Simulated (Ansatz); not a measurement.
The relaxed structure here is a generated cell of TiC: the first start was made by a random draw of sites in a space group, and the end was not matched to a known phase here, so it may be hypothetical. Known forms of TiC include space group No. 225.

The end point of a relaxation of TiC. All values below come from PBE (plane waves to 420 eV, PAW, scalar-relativistic; Ansatz, a first-principles code).

```xyz
8
Lattice="0.0000 3.4861 3.4861 3.4861 0.0000 3.4861 3.4861 3.4861 0.0000" Properties=species:S:1:pos:R:3 pbc="T T T"
C      0.8715     0.8715     0.8715
C      2.6146     0.8715     2.6146
C      2.6146     2.6146     0.8715
C      0.8715     2.6146     2.6146
Ti     4.3576     4.3576     4.3576
Ti     2.6146     4.3576     2.6146
Ti     2.6146     2.6146     4.3576
Ti     4.3576     2.6146     2.6146
```

Question: Determine the symmetry and give the standard cell with its independent sites.

Answer: Space group Fd-3m, origin choice 1 (No. 227); a = b = c = 6.972 Å, α = β = γ = 90.00°

```csv
atom,site,symmetry,x,y,z
C,16d,.-3m,0.6250,0.6250,0.6250
Ti,16c,.-3m,0.1250,0.1250,0.1250
```

Question: Give the shortest distances between elements (the closest pairs, up to four, under 3.6 Å).

Answer: Ti–Ti 2.47 Å; C–Ti 2.47 Å; C–C 2.47 Å.

```yaml
volume_per_atom: 10.59 Å³
band_gap: no gap (metallic)
```

No spin polarisation in the result.

The run could not lose the symmetry of its start, so the end can be a saddle point.

All atoms sit on sites fixed by symmetry, so only the cell could relax.
